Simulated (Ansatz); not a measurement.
# Zincblende alloy of CdSe and ZnSe (12 of 32 Cd sites exchanged), 64 atoms

Ansatz, PAW, plane waves. PBEsol relaxation of volume and atoms (shape held) at the single k point (¼, ¼, ¼) without its symmetry partners; single points on the relaxed atoms at the Γ point alone, onto which points of the small cell's zone fold. Arrangement: quasirandom. No spin–orbit coupling unless named.

Relaxed structure:

```
CELL_PARAMETERS angstrom
11.82194 0.00000 0.00000
0.00000 11.82194 0.00000
0.00000 0.00000 11.82194
ATOMIC_POSITIONS crystal
Cd 0.00001 0.99643 0.99627
Cd 0.00243 0.00266 0.50269
Cd 0.50236 0.00031 0.00050
Cd 0.50180 0.49987 0.99800
Cd 0.24754 0.25499 0.00090
Cd 0.24463 0.74701 0.99698
Cd 0.25016 0.74927 0.50344
Cd 0.75260 0.25315 0.99877
Cd 0.75544 0.74660 0.99452
Cd 0.74992 0.74474 0.50369
Cd 0.25265 0.00284 0.25789
Cd 0.24956 0.99975 0.74518
Cd 0.24744 0.50019 0.25390
Cd 0.24592 0.50042 0.74664
Cd 0.75033 0.00323 0.25465
Cd 0.75051 0.00006 0.74629
Cd 0.75187 0.49736 0.25701
Cd 0.00111 0.25722 0.25546
Cd 0.50287 0.25267 0.74208
Cd 0.50056 0.75069 0.25646
Zn 0.99694 0.50170 0.99290
Zn 0.99686 0.49698 0.50431
Zn 0.50002 0.00527 0.50135
Zn 0.50236 0.49472 0.50296
Zn 0.25147 0.25333 0.50201
Zn 0.74774 0.25502 0.50260
Zn 0.75337 0.49924 0.74318
Zn 0.99697 0.25816 0.74385
Zn 0.99979 0.74301 0.24938
Zn 0.99636 0.74036 0.74739
Zn 0.49981 0.25086 0.26077
Zn 0.50312 0.74638 0.74308
Se 0.12291 0.12470 0.12756
Se 0.12604 0.14210 0.62513
Se 0.11129 0.61969 0.12210
Se 0.11050 0.62323 0.62243
Se 0.61912 0.13535 0.13311
Se 0.62753 0.12544 0.61119
Se 0.62760 0.62524 0.12763
Se 0.61972 0.61362 0.62893
Se 0.38253 0.36950 0.13458
Se 0.37303 0.37672 0.61321
Se 0.37218 0.87314 0.12549
Se 0.38950 0.87598 0.62294
Se 0.88267 0.38433 0.11860
Se 0.87146 0.37607 0.62159
Se 0.87943 0.86771 0.13312
Se 0.88288 0.86637 0.63112
Se 0.37913 0.13271 0.38657
Se 0.37548 0.12831 0.87263
Se 0.38283 0.61605 0.38556
Se 0.38027 0.63036 0.86489
Se 0.86891 0.13616 0.38508
Se 0.88225 0.13240 0.86477
Se 0.88811 0.62229 0.37821
Se 0.87880 0.61528 0.86367
Se 0.12537 0.37708 0.39294
Se 0.11131 0.37636 0.87285
Se 0.11757 0.86629 0.36883
Se 0.11596 0.86455 0.86069
Se 0.62033 0.36989 0.38409
Se 0.63354 0.38217 0.86402
Se 0.61994 0.88221 0.38632
Se 0.61969 0.86682 0.86584
```

Task: What are the mean bond lengths by pair (pairs within 1.2 times the sum of covalent radii, less contacts 15 % beyond the pair's median; cation–cation pairs of compounds aside; long ionic contacts are cut short by that bound)?

Result: Cd–Se 2.622 ± 0.012 Å (standard deviation, 80 bonds); Se–Zn 2.464 ± 0.017 Å (standard deviation, 48 bonds).

Task: What gap lies between the top filled and the lowest empty level in the single points?

Result: HSE06 1.81 eV (43 s on NVIDIA GB200).
